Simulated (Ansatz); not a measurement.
**ZrTi₃C₄: relaxed-ion elastic tensor**

Level of theory: Ansatz 0.2.0, DFT PBE, scalar-relativistic, plane waves, PAW. Plane waves to 420 eV; Γ-centred k mesh 12×8×6; Fermi-Dirac smearing of 0.15 eV. No spin polarisation.

Relaxed structure:
```
CELL_PARAMETERS angstrom
3.13830 0.00000 0.00000
0.00000 4.44651 0.00000
0.00000 0.00000 6.27596
ATOMIC_POSITIONS crystal
Zr 0.50000 0.50000 0.50000
Ti 0.00000 0.00000 0.24408
Ti 0.00000 0.00000 0.75592
Ti 0.50000 0.50000 0.00000
C 0.00000 0.50000 0.76289
C 0.50000 0.00000 0.00000
C 0.00000 0.50000 0.23711
C 0.50000 0.00000 0.50000
```

It was reached by relaxing an invented guess, and it needn't be the stable form of this composition. In a metal, frequencies and elastic constants depend on the k mesh and the smearing, soft modes and shear constants most.

Problem. Give the relaxed-ion elastic constants (GPa, Voigt order xx yy zz yz xz xy, on the Cartesian axes of the cell above).

Solution.
C11 = 461.9, C12 = 114.8, C13 = 138.3, C22 = 478.4, C23 = 117.5, C33 = 461.5, C44 = 157.2, C55 = 183.8, C66 = 161.4 GPa; the others vanish.

Problem. Is the crystal stable against homogeneous strain?

Solution. Yes: the least eigenvalue of the tensor is 157.2 GPa.

Problem. And the moduli of a polycrystal (Hill averages)?

Solution. B = 238 GPa, G = 169 GPa, E = 410 GPa, ν = 0.21.
